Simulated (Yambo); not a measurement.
BSE-type run in Yambo on CaC2 (space group C2/m, No. 12), at zero momentum.

Quantum ESPRESSO step (LDA, PseudoDojo standard norm-conserving files, scalar-relativistic):
```
&CONTROL
  calculation = 'nscf'
  pseudo_dir = './pseudo'
  outdir = './out'
/
&SYSTEM
  ibrav = 0
  nat = 6
  ntyp = 2
  ecutwfc = 82.0
  ecutrho = 328.0
  occupations = 'fixed'
  force_symmorphic = .true.
  nbnd = 58
/
&ELECTRONS
  conv_thr = 6.000000000000001e-09
  diago_full_acc = .true.
  diago_thr_init = 1e-08
/
ATOMIC_SPECIES
C 12.0110 C.upf
Ca 40.0780 Ca.upf
CELL_PARAMETERS angstrom
  3.578900000000  -1.915295000000   0.000000000000
  3.578900000000   1.915295000000   0.000000000000
 -2.164250000000   0.000000000000   7.092931000000
ATOMIC_POSITIONS crystal
C   0.079220000000   0.079220000000   0.564310000000
C   0.920780000000   0.920780000000   0.435690000000
C   0.451860000000   0.451860000000   0.058250000000
C   0.548140000000   0.548140000000   0.941750000000
Ca   0.797410000000   0.797410000000   0.753510000000
Ca   0.202590000000   0.202590000000   0.246490000000
K_POINTS automatic
6 6 4 0 0 0
```

Yambo input:
```
rim_cut
optics
bse
bss
dipoles
RandQpts= 1000000
RandGvec= 1 Ry
FFTGvecs= 40 Ry
BSKmod= "HF"
BSEmod= "resonant"
BSSmod= "hs"
BSENGexx= 15 Ry
BSENGBlk= 3 Ry
% KfnQP_E
 8.925 | 1.0 | 1.0 |
%
% BSEQptR
 1 | 1 |
%
% BSEBands
 11 | 25 |
%
% BEnRange
 0.0 | 16.7 | eV
%
% BDmRange
 0.15 | 0.15 | eV
%
BEnSteps= 334
% BLongDir
 1.0 | 0.0 | 0.0 |
%
BSHayTrs= -0.02
BSSNEig= 24
WRbsWF
```

From the report:

The dimension is k points × valence × conduction bands = 144 × 8 × 7 = 8064.
```
  [SLEPC] Approach                          : Krylov-Schur
  [SLEPC] Number of requested eigenvalues   :  24
  [SLEPC] Number of eigenvalues        [NEV]:  24
   [K] Dimension                                    :   8064
   [K] Bands                                        :  11  25
   [K] Exchange res                                 : yes
   [K] Correlation res                              : yes
   [K] W interaction is bare                        : yes
   [K] RL vectors exchange                          :   653
   [K] RL vectors correlation                       :   57
   [W] Matrix size                                  :   57
```
Lowest eigenvalues (eV; in brackets the number of states within 2 meV): 6.54 (1), 6.81 (1), 6.87 (1), 6.88 (1), 7.05 (1), 7.09 (1). They depend on the mesh, which isn't converged, and on the G0W0 scissor.

Geometry of the Materials Project entry, not relaxed at this level.

The structure is a Materials Project entry; no match was found in the copy of COD used, and its stability was not checked.
